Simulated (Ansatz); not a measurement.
GeS2:
```
GeS2
1.0
    0.00000     3.10959     3.10959
    3.10959     0.00000     3.10959
    3.10959     3.10959     0.00000
Ge S
1 2
Direct
  0.00000   0.00000   0.00000
  0.25000   0.25000   0.25000
  0.75000   0.75000   0.75000
```

Relaxed with PBE. Special points in fractions of this cell's reciprocal vectors: Γ (0.000, 0.000, 0.000); X (0.500, 0.000, 0.500); U (0.625, 0.250, 0.625); K (0.375, 0.375, 0.750); L (0.500, 0.500, 0.500); W (0.500, 0.250, 0.750).

Task: List the band energies nearest the Fermi level at these points for DFT-PBE in the program Ansatz with PAW potentials.

Result: In eV from the Fermi level; about four levels below and three above (degenerate sets whole), none deeper than 8.9 eV; points with the same levels are listed once.

```csv
k,below,above
Γ,-3.19 -3.19 -3.19 -1.57 -1.57 -1.57,2.13 2.13 2.13
X,-5.15 -5.15 -1.60,0.28 0.28 0.95
U,-4.78 -1.18 -0.57 -0.50,0.72 4.45 4.86
L,-3.51 -3.51 -2.92 -2.32 -2.32,1.11 4.37 4.37
W,-5.59 -2.97 -2.97 -0.44,0.51 0.68 3.56
```

Space group Fm-3m (fluorite). The cell is a constructed one: a structure type filled with these elements; neither database checked (COD, Materials Project) lists it. COD files the formula under space group No. 14, 43, 82, 122, 217, so this cell is another polymorph or a model. Whether it is the stable phase at ambient conditions was not checked. The cell was relaxed with PBE under the symmetry of its start; its stability against distortions is not shown here. Spin–orbit coupling is left out wherever it is not named.

Potentials: the later of the program's two PAW sets.
